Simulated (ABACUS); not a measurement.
A self-consistent single point of InSb (F-43m, 8 atoms in the cell; from Materials Project mp-20012, changed as shown).

```xyz
8
Lattice="6.5006 0.0000 0.0000 0.0000 6.5006 0.0000 0.0000 0.0000 6.5006" Properties=species:S:1:pos:R:3 pbc="T T T"
In     0.0000     0.0000     0.0000
In     0.0000     3.2503     3.2503
In     3.2503     0.0000     3.2503
In     3.2503     3.2503     0.0000
Sb     1.6251     1.6251     4.8754
Sb     1.6251     4.8754     1.6251
Sb     4.8754     1.6251     1.6251
Sb     4.8754     4.8754     4.8754
```

Method: PBE, numerical atomic orbitals SZP (confined pseudo-atomic orbitals with Gaussian additions; energy shift 0.003 Ry), PseudoDojo 0.5 standard norm-conserving PBE (tails mended) pseudopotentials run with ABACUS.

ABACUS settings:

* **basis**: SZP numerical atomic orbitals, energy shift 0.003 Ry
* **KPT**: Gamma 4 4 4 0 0 0
* **basis_type**: lcao
* **ecutwfc**: 100 Ry
* **smearing_method**: fd
* **smearing_sigma**: 0.00734986 Ry
* **potentials**: PseudoDojo 0.5 standard norm-conserving PBE (tails mended)
* **symmetry**: 1
* **symmetry_prec**: 1e-05
* **ks_solver**: genelpa
* **scf_nmax**: 100
* **scf_thr**: 1.0e-07
* **mixing_type**: broyden
* **mixing_beta**: 0.7

Results:

```
Item                                                       Value
------------------------------------------------  --------------
Number of valence electrons                                  112
Number of bands                                               68
Number of k-points after the program's reduction              10
Size of the basis                                            168
Number of SCF iterations                                       9
Free energy E − TS                                -17129.6019 eV
Fermi level (on the code's own zero)                     7.54 eV
Pressure                                                4.07 GPa
```

Stress (GPa, positive for compression):
```
4.07  0.00  0.00
0.00  4.07  0.00
0.00  0.00  4.07
```

For comparison: a first run was changed to give this one (lattice scaled by 0.98), and from it to this one the free energy goes up by 34.9 meV/atom and the pressure goes from 1.29 to 4.07 GPa.

The atom-centred basis is finite, which shifts total energies and pressures against plane waves. A single-zeta basis is rough, for pressures and forces above all. The structure comes from a collection of computed structures, made at another level of theory; the collection holds predicted forms beside known ones. No clean gap shows at this smearing width and mesh (spacing up to 0.24 Å⁻¹); the mesh is coarse for partly filled bands, so the values carry mesh errors. Semi-local functionals can close small gaps.

Cost on one core: roughly 40 core-seconds.

The atomic orbitals were generated for these runs; they are not ABACUS's published sets and were checked against plane waves on a few crystals only.

“Tails mended”: in these copies of the files the far tail of each local potential was reset to the Coulomb form.
